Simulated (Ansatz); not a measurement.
Suppose CdCoC4N4 takes space group P-43m (No. 215), with Cd on 1a; Co on 1b; C on 4e; N on 4e. Recipe of this trial structure of CdCoC4N4: two interpenetrating cyanide-bridged diamond nets.

These are results of Ansatz, DFT PBE, scalar-relativistic, plane waves, PAW, not measurements. Cutoff 420 eV, Γ-centred mesh, Gaussian smearing, collinear spin.

Formation energies are uncorrected and refer to the elements' standard structures at the same level (N₂ as a molecule).

Question: Give the relaxed lattice parameters and positions.

Answer:

Space group P-43m (No. 215). a = 6.138 Å, b = 6.138 Å, c = 6.138 Å, α = 90.00°, β = 90.00°, γ = 90.00°
```
atom  site  symmetry       x       y       z
  Cd    1a      -43m  0.0000  0.0000  0.0000
  Co    1b      -43m  0.5000  0.5000  0.5000
   C    4e       .3m  0.2095  0.2095  0.2095
   N    4e       .3m  0.3192  0.3192  0.3192
```

Around Cd lie 4 C at 2.23 Å; Co is surrounded by 4 N at 1.92 Å; C has 1 N at 1.17 Å and 1 Cd at 2.23 Å; N is surrounded by 1 C at 1.17 Å and 1 Co at 1.92 Å. Another local minimum with the same sites may exist.

Question: Where does its energy lie, and is it a metal?

Answer: The formation energy is +0.428 eV/atom and the gap on the 6×6×6 mesh of the 10-atom cell is 1.49 eV. The net moment per atom is 0.30 μB. The moment by site is Co 2.3 μB. A positive value: parting into the elements would lower its energy.

The last run used collinear spin and Gaussian smearing of 0.02 eV. Kohn–Sham gaps at this level usually fall short of measured ones. The reference form of C is held partly by dispersion forces, which this level lacks. Another magnetic order may lie lower. A structure relaxed within its symmetry needn't be a true minimum. Site moments count only spheres around the atoms; the net moment includes the space between them.
